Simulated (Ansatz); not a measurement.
Relaxed-ion elastic tensor of BN in space group P6_3mc (No. 186; Pearson symbol hP12) in GPa (Voigt order), DFT-PBE in the program Ansatz with PAW potentials; density 3.46 g/cm³, 5.96 Å³ per atom.

|  | 1 | 2 | 3 | 4 | 5 | 6 |
|---|---|---|---|---|---|---|
| 1 | 910 | 132 | 70.4 | 0.0 | 0.0 | 0.0 |
| 2 | 132 | 910 | 70.4 | 0.0 | 0.0 | 0.0 |
| 3 | 70.4 | 70.4 | 976 | 0.0 | 0.0 | 0.0 |
| 4 | 0.0 | 0.0 | 0.0 | 343 | 0.0 | 0.0 |
| 5 | 0.0 | 0.0 | 0.0 | 0.0 | 343 | 0.0 |
| 6 | 0.0 | 0.0 | 0.0 | 0.0 | 0.0 | 389 |

Problem. Is the crystal mechanically stable?

Solution. Yes: the smallest eigenvalue of C is 343 GPa.

Problem. Work out the Voigt, Reuss and Hill averages.

Solution. K_V = 371, K_R = 371, K_H = 371; G_V = 383, G_R = 379, G_H = 381 GPa.

Problem. Give Young's modulus, Poisson's ratio, Pugh's ratio and the universal anisotropy index.

Solution. E = 9KG/(3K + G) = 852 GPa; ν = 0.12; K/G = 0.97 (brittle by the Pugh limit of 1.75); A_U = 5G_V/G_R + K_V/K_R − 6 = 0.05.

Problem. Estimate the sound speeds and the Debye temperature.

Solution. v_l = √((K + 4G/3)/ρ) = 15900 m/s, v_t = √(G/ρ) = 10500 m/s, mean 11500 m/s; Θ = (h/k)(3n/4πV)^(1/3) v_m = 1890 K.

Problem. Solve the Christoffel equation for the three sound speeds along x, y, z.

Solution. Eigenvalues of C_ijkl n_j n_l equal ρv² (piezoelectric stiffening left out). In km/s, slowest first: x 9.96, 10.60, 16.22; y 9.96, 10.60, 16.22; z 9.96, 9.96, 16.80.

Problem. How much does each axis shrink under pressure?

Solution. Linear compressibilities β_i = Σ_j S_ij (j = 1 to 3): x 0.90, y 0.90, z 0.89 per TPa.

The cell is a constructed one: a structure type filled with these elements. Its sites differ from those of the usual phase in this space group: another stacking or structure type. Symmetry was held in the PBE relaxation; whether a distortion lowers the energy is not shown.

Potentials: the later of the program's two PAW sets.
